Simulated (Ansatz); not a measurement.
## LaSi₂C₂: single run (Ansatz)

Input:

```yaml
crystal:
  lattice:
    - [4.139848, 0.0, 0.0]
    - [0.0, 4.139848, 0.0]
    - [0.0, 0.0, 8.583106]
  atoms:
    - { symbol: C, position: [0.173, 0.5, 0.25] }
    - { symbol: C, position: [0.5, 0.827, 0.75] }
    - { symbol: C, position: [0.827, 0.5, 0.25] }
    - { symbol: C, position: [0.5, 0.173, 0.75] }
    - { symbol: La, position: [0.0, 0.0, 0.0] }
    - { symbol: La, position: [0.0, 0.0, 0.5] }
    - { symbol: Si, position: [0.5, 0.226, 0.25] }
    - { symbol: Si, position: [0.226, 0.5, 0.75] }
    - { symbol: Si, position: [0.5, 0.774, 0.25] }
    - { symbol: Si, position: [0.774, 0.5, 0.75] }
  symmetry: { tolerance: 0.0003 }
kpoints:
  mp_grid: { grid: [4, 4, 2], shift: [0, 0, 0] }
magnetization:
  spin_polarized: false
scf:
  occupations: { method: cold, width: 0.0102 }
hamiltonian:
  pseudopotentials: { kind: paw }
  xc: r2scan
  hubbard: { sites: [{ species: La, l: f, u_eff: 4.0 }], double_counting: fll }
basis:
  ecutwfc: 500
output:
  forces: true
  stress: true
  eigenvalues: true
```

Run with:

```bash
ansatz run input.yaml --threads 1 --pin off --max-ram 2560MiB --backend cpu --events-out ev --progress --plain --runs-dir out
```

Origin of the cell: a known structure type with other elements, at an estimated volume, so it need not be a known compound.

Output (shortened):

```
SCF iter   1: F=—  HF=-16087.780965 eV  Δρ=6.99e-2  dr2=8.07e0  dr2_τ=1.42e0  defer=5
SCF iter   2: F=—  HF=-16086.811506 eV  S|Δr|=    0.00e0  Δρ=3.34e-2  dr2=1.55e0  dr2_τ=7.57e-2  defer=57
SCF iter   3: F=—  HF=-16086.639219 eV  S|Δr|=    0.00e0  Δρ=8.48e-3  dr2=9.19e-2  dr2_τ=1.43e-2  defer=57
SCF iter   4: F=—  HF=-16086.644404 eV  S|Δr|=    0.00e0  Δρ=1.88e-3  dr2=5.10e-3  dr2_τ=2.52e-4  defer=57
SCF iter   5: F=—  HF=-16086.646794 eV  S|Δr|=    0.00e0  Δρ=4.42e-4  dr2=2.80e-4  dr2_τ=6.22e-6  defer=57
SCF iter   6: F=—  HF=-16086.647057 eV  S|Δr|=    0.00e0  Δρ=8.21e-5  dr2=1.09e-5  dr2_τ=3.27e-7  defer=57
SCF iter   7: F=—  HF=-16086.647178 eV  S|Δr|=    0.00e0  Δρ=1.63e-5  dr2=4.92e-7  dr2_τ=9.51e-9  defer=57
SCF iter   8: F=-16086.647178 eV  HF=-16086.647178 eV  S|Δr|=    0.00e0  Δρ=3.25e-6  dr2=1.59e-8  dr2_τ=8.75e-10
SCF 1 converged in 8 iterations: F = -16086.647178 eV  dr2 = 1.59e-8
SCF converged after 8 iterations
Stability not checked: this state was not tested for a lower state beside it, because cold or Methfessel-Paxton smearing, or corrected tetrahedra, fill the levels in a way that the test cannot read (fill_not_monotonic; […]
Free energy (F): -16086.647178 eV
Harris-Foulkes:  -16086.647178 eV  (|F-HF|=1.14e-8)
Internal energy: -16086.647386 eV  (E = F + TS)
E sigma→0 (E₀):  -16086.647247 eV
Entropy (-TS):   0.000207 eV (0.021 meV/atom)
Fermi energy:    12.387012 eV
--- Per-component energies (eV) ---
  E_band       = 19.523781
  E_kinetic    = 950.808333
  E_local      = -1166.113830  (includes V_loc(G=0)·N_el)
  E_nonlocal   = 400.330760
  E_hartree    = 381.301969
  E_xc         = -677.445899
  E_vxc        = -806.312692  (∫ρ·V_xc dr)
  E_hubbard    = 0.523272  (on-site DFT+U / exact-exchange correction)
  E_vhub       = 0.517185  (the Hubbard potential's part of the band-sum identity)
  E_paw        = -13356.928081  (= ΣΔE_a)
  E_vpaw       = -161.887709  (= ΣTr[D̂ρ^β])
  E_aug_tail   = 0.000036  (compensation charges beyond the density's cutoff)
  E_vtau       = 39.577112  (kinetic-family band-sum trace: ∫τ·v_τ [+ j·A + Jᵃ·Aᵃ] dr)
  E_ewald      = -2618.856144
  E_core_change = -0.267802  (= ΣΔE_core)
  E_smearing   = 0.000207  (= −TS)
  Σ components = -16086.647178   (vs F -16086.647178, Δ=0.00e0)
--- Forces (eV/Å), atoms counted from 1 ---
  atom   1  C     -1.835214     0.000000     0.000000
  atom   2  C      0.000000     1.835214     0.000000
  atom   3  C      1.835214     0.000000     0.000000
  atom   4  C      0.000000    -1.835214     0.000000
  atom   5  La    -0.000000     0.000000     0.000000
  atom   6  La    -0.000000     0.000000    -0.000000
  atom   7  Si     0.000000     4.559395     0.000000
  atom   8  Si     4.559395     0.000000     0.000000
  atom   9  Si     0.000000    -4.559395     0.000000
  atom  10  Si    -4.559395     0.000000     0.000000
  max |Σ_I F_I| component: 1.78e-15 eV/Å
--- Stress (GPa, compression-positive) ---
       38.760465       0.000000       0.000000
        0.000000      38.760465       0.000000
        0.000000       0.000000      -0.438301
  P = ⅓ Tr σ = 25.6942 GPa (256.942 kbar)
Occupation matrices written to <dir>
```

Caveats: no spin-orbit coupling, though heavy elements are present; the given cell is far from equilibrium, with atoms too close or a volume far off; the k mesh is coarse if the cell is a metal.

It ran for 14 s on 1 thread of Arm Neoverse V2 (shared host), peak memory 0.79 GiB, from the program's own first density.
